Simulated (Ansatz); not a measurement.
Relaxed-ion elastic tensor of WN₂ in space group P6_3/mmc (No. 194; W on 2d, N on 4e) in GPa (Voigt order), LDA in the plane-wave PAW code Ansatz; density 12.70 g/cm³, 9.24 Å³ per atom.

```json
[
 {"": "1", "1": "635", "2": "208", "3": "237", "4": "0.0", "5": "0.0", "6": "0.0"},
 {"": "2", "1": "208", "2": "635", "3": "237", "4": "0.0", "5": "0.0", "6": "0.0"},
 {"": "3", "1": "237", "2": "237", "3": "1060", "4": "0.0", "5": "0.0", "6": "0.0"},
 {"": "4", "1": "0.0", "2": "0.0", "3": "0.0", "4": "251", "5": "0.0", "6": "0.0"},
 {"": "5", "1": "0.0", "2": "0.0", "3": "0.0", "4": "0.0", "5": "251", "6": "0.0"},
 {"": "6", "1": "0.0", "2": "0.0", "3": "0.0", "4": "0.0", "5": "0.0", "6": "213"}
]
```

**Question.** Is the crystal mechanically stable?

**Answer.** Yes: the smallest eigenvalue of C is 213 GPa.

**Question.** Work out the Voigt, Reuss and Hill averages.

**Answer.** K_V = 411, K_R = 388, K_H = 399; G_V = 253, G_R = 244, G_H = 249 GPa.

**Question.** Give Young's modulus, Poisson's ratio, Pugh's ratio and the universal anisotropy index.

**Answer.** E = 9KG/(3K + G) = 618 GPa; ν = 0.24; K/G = 1.60 (brittle by the Pugh limit of 1.75); A_U = 5G_V/G_R + K_V/K_R − 6 = 0.24.

**Question.** Estimate the sound speeds and the Debye temperature.

**Answer.** v_l = √((K + 4G/3)/ρ) = 7590 m/s, v_t = √(G/ρ) = 4430 m/s, mean 4910 m/s; Θ = (h/k)(3n/4πV)^(1/3) v_m = 697 K.

**Question.** Solve the Christoffel equation for the three sound speeds along x, y, z.

**Answer.** Eigenvalues of C_ijkl n_j n_l equal ρv². In km/s, slowest first: x 4.10, 4.45, 7.07; y 4.10, 4.45, 7.07; z 4.45, 4.45, 9.15.

**Question.** How much does each axis shrink under pressure?

**Answer.** Linear compressibilities β_i = Σ_j S_ij (j = 1 to 3): x 1.1, y 1.1, z 0.47 per TPa.

The first step of the workflow began from a Materials Project structure, measured or hypothetical; the Crystallography Open Database copy checked does not list it. Whether it is the stable phase at ambient conditions was not checked. Symmetry was held in the LDA relaxation; its stability against distortions is not shown here. No spin polarisation was allowed. Spin–orbit coupling is left out wherever it is not named.

Potentials: the later of the program's two PAW sets.
